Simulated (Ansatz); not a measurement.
AlCr2C:
```xyz
8
Lattice="2.8226 0.0000 0.0000 -1.4113 2.4445 0.0000 0.0000 0.0000 12.6316" Properties=species:S:1:pos:R:3 pbc="T T T"
Al     1.4113     0.8148     3.1579
Al     0.0000     1.6296     9.4737
Cr     0.0000     1.6296     5.2482
Cr     1.4113     0.8148     7.3834
Cr     1.4113     0.8148    11.5641
Cr     0.0000     1.6296     1.0676
C      0.0000     0.0000     6.3158
C      0.0000     0.0000     0.0000
```

This is the r²SCAN-relaxed structure.

**Question.** All from DFT-r²SCAN in the program Ansatz with PAW potentials, unless another level is named. Estimate the electronic character.

**Answer.** metallic (no gap).

**Question.** And the density of states at the Fermi level?

**Answer.** 0.67 states/eV per atom (mean over ±0.08 eV).

**Question.** Next, the formation energy from the elements (no fitted shifts)?

**Answer.** -0.067 eV/atom.

Space group P6_3/mmc. Symmetry was held in the r²SCAN relaxation. The run is not spin-polarised. The references are the lowest solids computed at this level, not always the standard phases.

Potentials: the later of the program's two PAW sets.
